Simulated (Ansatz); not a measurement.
Data:

SnMo2N:
```xyz
8
Lattice="3.2648 0.0000 0.0000 -1.6324 2.8274 0.0000 0.0000 0.0000 12.8742" Properties=species:S:1:pos:R:3 pbc="T T T"
Sn     0.0000     1.8849     9.6556
Sn     1.6324     0.9425     3.2185
Mo     0.0000     1.8849     0.9682
Mo     1.6324     0.9425     7.4052
Mo     1.6324     0.9425    11.9060
Mo     0.0000     1.8849     5.4689
N      0.0000     0.0000     0.0000
N      0.0000     0.0000     6.4371
```

This is the r²SCAN-relaxed structure.

**Question.** All from r²SCAN (plane waves, PAW; program Ansatz), unless another level is named. Predict the electronic character.

**Answer.** metallic (no gap).

**Question.** What about the formation energy from the elements (no fitted shifts)?

**Answer.** -0.016 eV/atom.

**Question.** Next, the gap with spin–orbit coupling?

**Answer.** none (metallic).

Space group P6_3/mmc. The start of the workflow was typed in or built on a structure type; neither database checked (COD, Materials Project) lists it. Whether it is the stable phase at ambient conditions was not checked. Symmetry was held in the r²SCAN relaxation; whether a distortion lowers the energy is not shown. The workflow began spin-polarised and lost its moments. The references are the lowest solids computed at this level, not always the standard phases (solids in place of the gases). Spin–orbit coupling is left out wherever it is not named.

Potentials: the earlier of the program's two PAW sets.
